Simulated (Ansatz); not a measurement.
## Optical constants of CdF₂

Method: DFT LDA, scalar-relativistic, plane waves, PAW in Ansatz 0.2.0. Settings: 420 eV plane-wave cutoff, Γ-centred 8×8×8 mesh, Gaussian smearing of 0.01 eV. No spin polarisation.

Relaxed structure:
```xyz
3
Lattice="0.0000 2.6146 2.6146 2.6146 0.0000 2.6146 2.6146 2.6146 0.0000" Properties=species:S:1:pos:R:3 pbc="T T T"
Cd    0.0000    0.0000    0.0000
F     1.3073    1.3073    1.3073
F     3.9219    3.9219    3.9219
```

The cell is the ideal cubic fluorite prototype.

Independent-particle response (no local fields, no excitons) on a 12×12×12 mesh, broadened by 0.1 eV. Light polarised along z.

Question: Tabulate n, κ, the reflectivity and the absorption coefficient against photon energy.

Answer:
```
E (eV) n     κ     R  α (10⁵ cm⁻¹)
   0.3  1.75  0.00  0.07          0.00
   0.6  1.75  0.00  0.07          0.00
   0.9  1.76  0.00  0.08          0.00
   1.2  1.76  0.00  0.08          0.00
   1.5  1.76  0.00  0.08          0.00
   1.8  1.77  0.00  0.08          0.00
   2.1  1.78  0.00  0.08          0.00
   2.4  1.79  0.00  0.08          0.00
   2.7  1.80  0.00  0.08          0.00
   3.0  1.82  0.00  0.08          0.00
   3.3  1.84  0.00  0.09          0.00
   3.6  1.88  0.01  0.09          0.02
   3.9  1.92  0.02  0.10          0.09
   4.2  1.96  0.05  0.11          0.20
   4.5  2.03  0.13  0.12          0.60
   4.8  2.00  0.22  0.12          1.07
   5.1  1.96  0.27  0.11          1.38
   5.4  1.93  0.30  0.11          1.64
   5.7  1.90  0.32  0.11          1.87
   6.0  1.87  0.34  0.10          2.08
   6.3  1.85  0.36  0.10          2.28
   6.6  1.82  0.37  0.10          2.45
   6.9  1.80  0.37  0.10          2.61
   7.2  1.78  0.38  0.10          2.76
   7.5  1.76  0.38  0.09          2.88
   7.8  1.74  0.38  0.09          2.99
   8.1  1.72  0.37  0.09          3.06
   8.4  1.69  0.35  0.08          2.95
   8.7  1.72  0.27  0.08          2.34
   9.0  1.78  0.24  0.09          2.19
   9.3  1.91  0.24  0.10          2.24
   9.6  2.03  0.39  0.13          3.78
   9.9  2.06  0.45  0.14          4.53
  10.2  2.05  0.85  0.18          8.75
  10.5  1.62  0.84  0.14          8.99
  10.8  1.53  0.70  0.11          7.66
  11.1  1.50  0.56  0.09          6.29
  11.4  1.50  0.46  0.07          5.28
  11.7  1.64  0.39  0.08          4.61
  12.0  1.76  0.40  0.10          4.91
```

Question: Where is the highest local maximum of ε₂ between 0.3 and 12 eV?

Answer: At 10.3 eV, where ε₂ = 3.5.

Question: How do the static value and the gaps compare?

Answer: ε₁(0) = 3.06; on the self-consistent k mesh the Kohn–Sham gap is 3.13 eV and the least direct gap 3.48 eV.

Cost: 1 run of about 0.56 core-minutes, on Intel Xeon Processor @ 2.50GHz (Skylake/Cascade Lake) (shared hosts).